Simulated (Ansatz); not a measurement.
Input and command of a plane-wave DFT calculation in Ansatz:

```yaml
crystal:
  lattice:
    - [2.4186952754, 1.3964343683, 2.03172995]
    - [-2.4186952754, 1.3964343683, 2.03172995]
    - [0.0, -2.7928687367, 2.03172995]
  atoms:
    - { symbol: Li, position: [0.5, 0.5, 0.5] }
    - { symbol: Pb, position: [0.0, 0.0, 0.0] }
basis:
  ecutwfc: 420
kpoints:
  mp_grid: { grid: [12, 12, 12] }
hamiltonian:
  xc: pbesol
scf:
  occupations: { method: gaussian, width: 0.15 }
output:
  forces: true
  stress: true
  eigenvalues: true
  write_density: true
  write_potential: true
  elf: true
  volumetric_format: npy
```

```bash
ansatz run input.yaml --threads 1 --pin off --max-ram 2560MiB --backend cpu --events-out ev --progress --plain --runs-dir out
```

Processor: Arm Neoverse V1, 1 thread, on a host shared with other jobs.

**Question.** How long does it run, and how much memory does it take?

**Answer.** About 7.9 s on 1 thread of Arm Neoverse V1, on a shared host, peak memory 0.37 GiB. It solves 13 bands at 189 k points (the mesh reduced by symmetry) with about 787 plane waves, in 7 SCF iterations.
